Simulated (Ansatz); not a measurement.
This Mg5CdSe6 structure is the end of a relaxation. The cell was found from a structure generator's guess, not taken from experiment.

All numbers below come from DFT PBE, scalar-relativistic, plane waves, PAW in Ansatz 0.2.0. Cutoff 420 eV, Γ-centred mesh, Gaussian smearing, no spin polarisation.

```
Mg Cd Se
1.0
     4.27006    0.00000    0.00000
     0.00000    4.27006    0.00000
     0.00000    0.00000   18.02730
Mg Cd Se
5 1 6
Direct
  0.00000 0.00000 0.66459
  0.50000 0.50000 0.82922
  0.50000 0.50000 0.17078
  0.00000 0.00000 0.33541
  0.50000 0.50000 0.50000
  0.00000 0.00000 0.00000
  0.50000 0.00000 0.74691
  0.00000 0.50000 0.91085
  0.50000 0.00000 0.08915
  0.00000 0.50000 0.25310
  0.50000 0.00000 0.41771
  0.00000 0.50000 0.58229
```

Energies over the elements count from the elements' standard structures at the same level, with no fitted energy shifts.

(1) What space group does it have?

(2) What is its formation energy per atom?

(3) Is it a metal?

Answers

(1) P-4m2 (No. 115), with Mg and Cd ordered on zinc blende sites. Conventional cell: a = 4.270 Å, c = 18.027 Å. Mg on a site of symmetry 2mm is surrounded by 4 Se at 2.60 Å; around Mg on a second site of symmetry 2mm lie 4 Se at 2.59–2.60 Å; around Cd lie 4 Se at 2.67 Å; around Se on its first site lie 4 Mg at 2.60 Å; 3 more sites not described.

(2) −1.150 eV/atom. Whether it is stable depends on the other phases of the system, which aren't compared here.

(3) No, the gap on the 6×6×2 mesh is 2.00 eV.

The last run used a 6×6×2 mesh (in the run's order of axes) for its 12-atom cell and Gaussian smearing of 0.02 eV. Kohn–Sham gaps at this level usually fall short of measured ones. The reference form of Se is held partly by dispersion forces, which this level lacks. A later test with randomly moved atoms came back to the same energy, though modes that don't fit the test's cell weren't probed.
